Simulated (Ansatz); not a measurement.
Cu (fcc, Cu type)

```
CELL_PARAMETERS angstrom
      3.56339     0.00000     0.00000
      0.00000     3.56339     0.00000
      0.00000     0.00000     3.56339
ATOMIC_POSITIONS crystal
  Cu 0.00000 0.00000 0.00000
  Cu 0.50000 0.50000 0.00000
  Cu 0.50000 0.00000 0.50000
  Cu 0.00000 0.50000 0.50000
```

In this cell atom 4 (Cu, nearest neighbour Cu at 2.520 Å; its periodic images, 3.6 Å or more away, move with it) is moved by u·(1.000, 0.000, 0.000) + v·(0.000, 1.000, 0.000); the rest is frozen.

Method: PBEsol (plane waves to 420 eV, PAW, scalar-relativistic; Ansatz, a first-principles code). k mesh 11×11×11 (Γ-centred), Fermi-Dirac smearing 0.05 eV. Energies are smeared free energies. With partly filled bands, energies and forces of such displacements shift with the k mesh and the smearing. Cu is run without spin polarisation. Cu was relaxed with its symmetry unable to fall. The PAW data are Ansatz's earlier set. ΔE is measured from the undisplaced structure. Axes are in Å.

```json
[
 {"ΔE (meV/cell)": "v = -0.380", "u = -0.380": "[?]", "u = -0.190": "790", "u = 0.000": "588", "u = 0.190": "790", "u = 0.380": "[?]"},
 {"ΔE (meV/cell)": "v = -0.190", "u = -0.380": "790", "u = -0.190": "[?]", "u = 0.000": "141", "u = 0.190": "[?]", "u = 0.380": "790"},
 {"ΔE (meV/cell)": "v = 0.000", "u = -0.380": "588", "u = -0.190": "141", "u = 0.000": "0", "u = 0.190": "141", "u = 0.380": "588"},
 {"ΔE (meV/cell)": "v = 0.190", "u = -0.380": "790", "u = -0.190": "[?]", "u = 0.000": "141", "u = 0.190": "[?]", "u = 0.380": "790"},
 {"ΔE (meV/cell)": "v = 0.380", "u = -0.380": "[?]", "u = -0.190": "790", "u = 0.000": "588", "u = 0.190": "790", "u = 0.380": "[?]"}
]
```

Task: Some entries are withheld; supply them.

Result: 
- v = -0.380, u = -0.380: 1440
- v = -0.380, u = 0.380: 1440
- v = -0.190, u = -0.190: 297
- v = -0.190, u = 0.190: 297
- v = 0.190, u = -0.190: 297
- v = 0.190, u = 0.190: 297
- v = 0.380, u = -0.380: 1440
- v = 0.380, u = 0.380: 1440

(A displaced cell: forces are minus the slopes of the energy, force constants its curvatures, and phonons follow from these.)
